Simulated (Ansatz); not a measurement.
MoPd in space group Cmcm (No. 63; Mo on 4c, Pd on 4c) under volume change, plane-wave PAW r²SCAN (Ansatz code), shape and atoms relaxed at each volume.

```json
[
 {"V (Å³/atom)": "13.746", "E − E(relaxed) (meV/atom)": "111.0", "P (GPa)": "28.68"},
 {"V (Å³/atom)": "14.199", "E − E(relaxed) (meV/atom)": "46.3", "P (GPa)": "17.40"},
 {"V (Å³/atom)": "14.652", "E − E(relaxed) (meV/atom)": "10.9", "P (GPa)": "7.93"},
 {"V (Å³/atom)": "15.105", "E − E(relaxed) (meV/atom)": "0.0", "P (GPa)": "-0.01"},
 {"V (Å³/atom)": "15.558", "E − E(relaxed) (meV/atom)": "9.7", "P (GPa)": "-6.62"},
 {"V (Å³/atom)": "16.011", "E − E(relaxed) (meV/atom)": "36.4", "P (GPa)": "-12.11"},
 {"V (Å³/atom)": "16.465", "E − E(relaxed) (meV/atom)": "77.2", "P (GPa)": "-16.56"}
]
```

**Question.** What does a third-order Birch–Murnaghan fit give for V₀, B₀ and B′?

**Answer.** V₀ = 15.11 Å³/atom, B₀ = 240 GPa, B′ = 5.1.

The start of the workflow was typed in or built on a structure type; neither database checked (COD, Materials Project) lists it. Its standing as an ambient phase is unchecked. Symmetry was held in the r²SCAN relaxation; its stability against distortions is not shown here. No spin polarisation was allowed.

Potentials: the earlier of the program's two PAW sets.
